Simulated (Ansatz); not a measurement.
An Ansatz input:

```yaml
crystal:
  lattice:
    - [-1.8813162567, 1.8813162567, 1.8813162567]
    - [1.8813162567, -1.8813162567, 1.8813162567]
    - [1.8813162567, 1.8813162567, -1.8813162567]
  atoms:
    - { symbol: Pb, position: [0.0, 0.0, 0.0] }
hamiltonian:
  xc: lda
  pseudopotentials:
    kind: paw
    azcp:
      Pb: "pseudopotentials/Pb.paw.azcp"
basis:
  ecutwfc: 420
  fft_grid_basis: typed
kpoints:
  mp_grid: { grid: [13, 13, 13], shift: [0, 0, 0] }
magnetization:
  spin_polarized: false
scf:
  occupations: { method: fermi_dirac, width: 0.1 }
  lower_state_search: "off"
output:
  stress: true
```

Output

```
Warning: the record states the generating functional pbe (its physics header spells it `PBE`), which answers neither for hamiltonian.xc's functional nor for the lda family's — results may be inconsistent (PPs are generated against a specific XC)
Engine: ansatz 0.2.0, aarch64-unknown-linux-gnu
Pseudopotentials: kind: paw
Pseudopotential: Pb, paw, valence charge 14, recommended cutoff 420 eV (normal) 
Functional definition: SPW92
  exchange = slater_x
  correlation = pw_c
Crystal: 1 atoms, lattice volume = 26.635 Å³
Basis set: ecut = 420 eV, 531 PW (Γ)
Bands: 11, of which v1, the nominal top of the filled ones, is band 7 counted from 1 (6 counted from 0)
Symmetry: 48 space group operations
Space group: Im-3m (ITA 229), of the structure as read, at distance tolerance 3.0e-5 Å
k-points: 84 of 2197
Non-local potential: Pb, projectors of the file, l = 0: 2, l = 1: 2, l = 2: 2, l = 3: 2
PAW form: soft (Blöchl's): semilocal exchange-correlation on the pseudo side does not see the compensation charge
PAW frozen core: Pb, regenerated for the run's functional, and the local potential with it (the file was generated under x = pbe(κ = 0.804, μ = 0.2195149727645171), c = pbe(β = 0.06672455060314922))
PAW one-centre angular grid: Pb, 590 points (default); XC on 64 Gauss nodes
Initial density: superposition of atomic densities (neutral atoms: chi_scale 0, normalization atom), corrected by the library's trained network
Initial wavefunctions: pseudopotential atomic-orbital guess
Functional: x = slater, c = lda
SCF iter   1: F=—  HF=-11602.296768 eV  |F-HF|=—  |Δ(HF+E_count)|=         —  Δρ=5.39e-3  dr2=4.21e-3  ethr=1.77e-3  ⟨swp⟩=5.8  Hψ=6253  notcnv=0
SCF iter   2: F=—  HF=-11602.295343 eV  |F-HF|=—  |Δ(HF+E_count)|=   1.43e-3  Δρ=2.98e-3  dr2=1.32e-3  ethr=3.01e-5  ⟨swp⟩=1.2  Hψ=1610  notcnv=0
SCF iter   3: F=—  HF=-11602.294905 eV  |F-HF|=—  |Δ(HF+E_count)|=   4.38e-4  Δρ=4.85e-4  dr2=5.70e-5  ethr=9.46e-6  ⟨swp⟩=2.1  Hψ=1400  notcnv=0  defer=2
SCF iter   4: F=—  HF=-11602.294893 eV  |F-HF|=—  |Δ(HF+E_count)|=   1.24e-5  Δρ=1.45e-4  dr2=3.71e-6  ethr=4.07e-7  ⟨swp⟩=2.0  Hψ=1478  notcnv=0  defer=2
SCF iter   5: F=—  HF=-11602.294892 eV  |F-HF|=—  |Δ(HF+E_count)|=   6.40e-7  Δρ=3.79e-5  dr2=4.64e-7  ethr=2.65e-8  ⟨swp⟩=2.0  Hψ=1380  notcnv=0  defer=2
SCF iter   6: F=-11602.294892 eV  HF=-11602.294892 eV  |F-HF|=6.08e-8  |Δ(HF+E_count)|=   3.75e-8  Δρ=1.37e-5  dr2=6.99e-8  ethr=7.14e-10  ⟨swp⟩=4.3  Hψ=2674  notcnv=0
SCF 1 converged in 6 iterations: F = -11602.294892 eV  dr2 = 6.99e-8
SCF converged after 6 iterations
Free energy (F): -11602.294892 eV
Harris-Foulkes:  -11602.294892 eV  (|F-HF|=6.08e-8)
Internal energy: -11602.278766 eV  (E = F + TS)
E sigma→0 (E₀):  -11602.286829 eV
Entropy (-TS):   -0.016126 eV (-16.126 meV/atom)
Fermi energy:    12.636223 eV
--- Per-component energies (eV) ---
  E_band       = -14.452130
  E_kinetic    = 291.929363
  E_local      = -931.740968  (includes V_loc(G=0)·N_el)
  E_nonlocal   = 353.745289
  E_hartree    = 371.922593
  E_xc         = -220.300455
  E_vxc        = -135.033149  (∫ρ·V_xc dr)
  E_paw        = -10102.872150  (= ΣΔE_a)
  E_vpaw       = -337.188176  (= ΣTr[D̂ρ^β])
  E_aug_tail   = 0.000044  (compensation charges beyond the density's cutoff)
  E_ewald      = -1364.884768
  E_core_change = -0.077714  (= ΣΔE_core)
  E_smearing   = -0.016126  (= −TS)
  E_closure    = 0.000000  (closes the sum)
  Σ components = -11602.294892   (vs F -11602.294892, Δ=0.00e0)
--- Stress (GPa, compression-positive) ---
        5.228915      -0.000000      -0.000000
       -0.000000       5.228915      -0.000000
       -0.000000      -0.000000       5.228915
  P = ⅓ Tr σ = 5.2289 GPa (52.289 kbar)
```
